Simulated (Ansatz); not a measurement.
GeW:
```yaml
crystal:
  lattice:
    - [3.21233, 0.00000, 0.00000]
    - [-1.60617, 2.78196, 0.00000]
    - [0.00000, 0.00000, 3.60861]
  atoms:
    - { symbol: W, position: [0.00000, 0.00000, 0.00000] }
    - { symbol: Ge, position: [0.66667, 0.33333, 0.50000] }
```

Relaxed with PBE. Special points in fractions of this cell's reciprocal vectors: Γ (0.000, 0.000, 0.000); M (0.500, 0.000, 0.000); K (0.333, 0.333, 0.000); A (0.000, 0.000, 0.500); L (0.500, 0.000, 0.500); H (0.333, 0.333, 0.500).

**Question.** List the band energies nearest the Fermi level at these points for DFT-PBE in the program Ansatz with PAW potentials.

**Answer.** In eV from the Fermi level; about four levels below and three above (degenerate sets whole), none deeper than 8.9 eV; points with the same levels are listed once.

```json
[
 {"k": "Γ", "below": "-3.55 -1.47 -1.47 -0.17", "above": "1.13 1.13 7.07 7.07"},
 {"k": "M", "below": "-8.80 -6.08 -3.28 -2.79", "above": "0.49 1.73 3.04"},
 {"k": "K", "below": "-5.46 -3.90 -2.90 -0.95", "above": "1.37 1.58 2.23"},
 {"k": "A", "below": "-0.67 -0.67 -0.34 -0.34", "above": "0.42 6.44 6.44"},
 {"k": "L", "below": "-4.84 -4.07 -2.16 -0.76", "above": "1.41 2.77 4.87"},
 {"k": "H", "below": "-5.14 -3.99 -2.02 -1.18", "above": "1.51 3.32 4.63"}
]
```

Space group P-6m2. The cell is a constructed one: a structure type filled with these elements; neither database checked (COD, Materials Project) lists it. Its standing as an ambient phase is unchecked. The PBE relaxation kept the symmetry of its start; its stability against distortions is not shown here. The run is not spin-polarised. Scalar-relativistic: spin–orbit coupling is off unless named, which matters more the heavier the elements.

Potentials: the later of the program's two PAW sets.
